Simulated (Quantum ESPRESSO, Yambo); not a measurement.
**Quasiparticle gap of MgI2**

Space group P-3m1 (No. 164); a = b = 4.1255 Å, c = 6.8268 Å, α = β = 90.00°, γ = 120.00°

| atom | site | symmetry | x | y | z |
|---|---|---|---|---|---|
| Mg | 1a | -3m. | 0.0000 | 0.0000 | 0.0000 |
| I | 2d | 3m. | 0.3333 | 0.6667 | 0.2458 |

Cell and atoms were relaxed with PBE+D3(BJ) from Materials Project entry mp-23205, within its symmetry.

Starting point: PBEsol (pw.x of Quantum ESPRESSO, ONCV potentials, scalar-relativistic). G0W0 in Yambo: 3×3×2 Γ-centred k mesh, bands 5 to 191 and a 8 Ry block in the screening, 191 bands in G with the Bruneval-Gonze terminator, plasmon pole fitted at 27.2 eV.

```
Item                                                                                                Value
------------------------------------------------------------------------------------------------  -------
PBEsol gap along the band path                                                                    3.45 eV
PBEsol gap between the mesh's edge points (Γ → Γ)                                                 3.62 eV
G0W0 gap between the same points                                                                  5.34 eV
estimate of the fundamental G0W0 gap (path gap plus the correction; the mesh misses a band edge)  5.17 eV
```

| k point | band | E PBEsol (eV) | E QP (eV) | shift (eV) | Z |
|---|---|---|---|---|---|
| Γ | VB | 0.00 | -1.12 | -1.12 | 0.80 |
| Γ | CB | 3.62 | 4.22 | 0.60 | 0.83 |
| A | VB | -0.17 | -1.33 | -1.16 | 0.80 |
| A | CB | 4.66 | 5.32 | 0.66 | 0.82 |
| K | VB | -1.33 | -2.55 | -1.22 | 0.80 |
| K | CB | 3.79 | 4.33 | 0.54 | 0.82 |
| H | VB | -0.57 | -1.74 | -1.17 | 0.80 |
| H | CB | 4.81 | 5.51 | 0.70 | 0.81 |

Energies count from the PBEsol valence-band maximum.

Nearest settings tried, and what they do to the gap: 119 bands in W, 119 bands in G: -34 meV; 7 Ry block (233 vectors against 263): -16 meV; 3×3×1 mesh: -59 meV. So the settings aren't converged at that level. The k mesh is coarse.

Spin-orbit coupling is left out, which matters for elements this heavy: edges can move by tenths of an eV.
